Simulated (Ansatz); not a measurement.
SrGe₃Pd in space group I4mm (No. 107; Sr on 2a, Ge on 2a, Ge on 4b, Pd on 2a), PBE (plane waves, PAW; program Ansatz), all energies at zero smearing, with the estimated change up to a 700 eV cutoff added, with one set of potentials and settings (totals compare only within such a set). Cell of 5 atoms (1 Sr, 3 Ge, 1 Pd): -23404.813 eV.

```tsv
element	reference phase	E (eV/atom)
Sr	C2/m, 3 atoms in the cell	-3544.2201
Ge	Fd-3m, 2 atoms in the cell	-4294.9847
Pd	Fm-3m, 1 atoms in the cell	-6972.8544
```

Formation energy per atom, worked out: (-23404.813 − 1×(-3544.2201) − 3×(-4294.9847) − 1×(-6972.8544))/5 = -0.557 eV/atom (-54 kJ per mol of atoms), at 0 K, without zero-point energy or fitted corrections.

The workflow started from a Materials Project entry (that database holds measured and hypothetical structures alike); the Crystallography Open Database copy checked does not list it. Whether it is the stable phase at ambient conditions was not checked. Symmetry was held in the PBE relaxation; whether a distortion lowers the energy is not shown. The run is not spin-polarised. The references are the lowest solids computed at this level, not always the standard phases.

Potentials: the later of the program's two PAW sets.
